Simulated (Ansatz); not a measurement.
Level of theory: Ansatz, DFT PBEsol, scalar-relativistic, plane waves, PAW.

Settings: cutoff 420 eV, Γ-centred mesh 10×10×10 on the computed 6-atom cell, Gaussian smearing of 0.10 eV; no spin polarisation.

Structure with the computed forces (eV/Å) in the last three columns:

```xyz
6
Lattice="2.1931 -4.8154 0.0000 2.1931 4.8154 0.0000 0.0000 0.0000 3.3628" Properties=species:S:1:pos:R:3:forces:R:3 pbc="T T T" pressure_GPa=-0.45
Li    2.1931   -1.4839    1.6814    0.0000    0.5360    0.0000
Li    2.1931    1.4839    1.6814    0.0000   -0.5360    0.0000
Bi    0.0000    0.0000    0.0000    0.0000    0.0000    0.0000
O     2.1931    3.2217    1.6814    0.0000    2.5670    0.0000
O     2.1931   -3.2217    1.6814    0.0000   -2.5670    0.0000
O     2.1931    0.0000    0.0000    0.0000    0.0000    0.0000
```

Stress tensor (GPa, compression positive):

```
 2.23  0.00  0.00
 0.00  0.00  0.00
 0.00  0.00 -3.58
```

Spin–orbit coupling is left out, which can shift energies with elements as heavy as these. The cell has an odd number of electrons and was run without spin polarisation, which forces a half-filled band: energy, forces and stress belong to that artificial state.